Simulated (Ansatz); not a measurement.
TiPt3 (Cu3Au type, Pm-3m) at seven volumes, the program Ansatz at the PBEsol level (PAW), scaled uniformly. One row is withheld.

```json
[
 {"V (Å³/atom)": "13.489", "P (GPa)": "31.75"},
 {"V (Å³/atom)": "13.934", "P (GPa)": "19.22"},
 {"V (Å³/atom)": "14.378", "P (GPa)": "8.75"},
 {"V (Å³/atom)": "14.823", "P (GPa)": "0.00"},
 {"V (Å³/atom)": "15.268", "P (GPa)": "-7.31"},
 {"V (Å³/atom)": "15.712", "P (GPa)": "-13.40"},
 {"V (Å³/atom)": "16.157", "P (GPa)": "?"}
]
```

**Question.** Fit the shown pressures and predict the withheld one.

**Answer.** P = (3/2)B₀(x^(7/2) − x^(5/2))[1 + (3/4)(B′ − 4)(x − 1)] with x = (V₀/V)^(2/3). Least squares on the six rows gives V₀ = 14.823 Å³/atom, B₀ = 266 GPa, B′ = 4.98. At V = 16.157, x = 0.9442 and P = -18.50 GPa. The run itself gave -18.46 GPa.

The cell was relaxed with PBEsol under the symmetry of its start; of distortions, only those at the zone centre were tested. The run is not spin-polarised. Spin–orbit coupling is left out wherever it is not named.

Potentials: the later of the program's two PAW sets.
